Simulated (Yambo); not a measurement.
# Excitons in Ba$_{2}$RuH$_{6}$

```xyz
9
Lattice="0.0000 4.0337 4.0337 4.0337 0.0000 4.0337 4.0337 4.0337 0.0000" Properties=species:S:1:pos:R:3 pbc="T T T"
H      4.0337     4.0337     6.3391
H      4.0337     4.0337     1.7283
H      6.3391     4.0337     4.0337
H      1.7283     4.0337     4.0337
H      4.0337     6.3391     4.0337
H      4.0337     1.7283     4.0337
Ru     0.0000     0.0000     0.0000
Ba     6.0505     6.0505     6.0505
Ba     2.0168     2.0168     2.0168
```

The geometry is that of Materials Project entry mp-697038, symmetrised and not relaxed again.

BSE in Yambo on PBEsol (Quantum ESPRESSO, PseudoDojo norm-conserving, 84 Ry, scalar-relativistic) bands: 6×6×6 mesh, 6 valence and 9 conduction bands, static screening with 69 bands and a 3 Ry block, scissor 1.01 eV, Tamm-Dancoff; field along x.

```tsv
state	energy (eV)	states within 2 meV	relative strength	class	main transitions
1	2.08	3	< 0.01	dark	several band pairs
2	2.38	3	< 0.01	dark	several band pairs
3	2.61	2	< 0.01	dark	VB → CB (89 %)
4	2.64	1	< 0.01	dark	VB → CB (73 %)
5	2.65	3	< 0.01	dark	several band pairs
6	2.66	3	< 0.01	dark	several band pairs
7	2.69	3	1.00	weak	VB−1 → CB (75 %)
8	2.73	3	< 0.01	dark	several band pairs
```

These are vertical excitations (zero momentum); the indirect quasiparticle gap, about 2.72 eV, is smaller than the direct one (2.98 eV on the GW mesh). The direct quasiparticle gap on this mesh is 2.98 eV; counted from there, state 1 is bound by 0.90 eV. Convergence with the mesh was not shown.

Spin singlets only. Strengths are relative to the strongest of the lowest states of this run; strong means a line over 3 % of the spectrum's maximum, dark under 0.03 %. Absolute energies carry the error of the G0W0 scissor, whose convergence isn't established.

Spin-orbit splittings are left out.

The structure is a Materials Project entry; no match was found in the copy of COD used, and its stability was not checked.
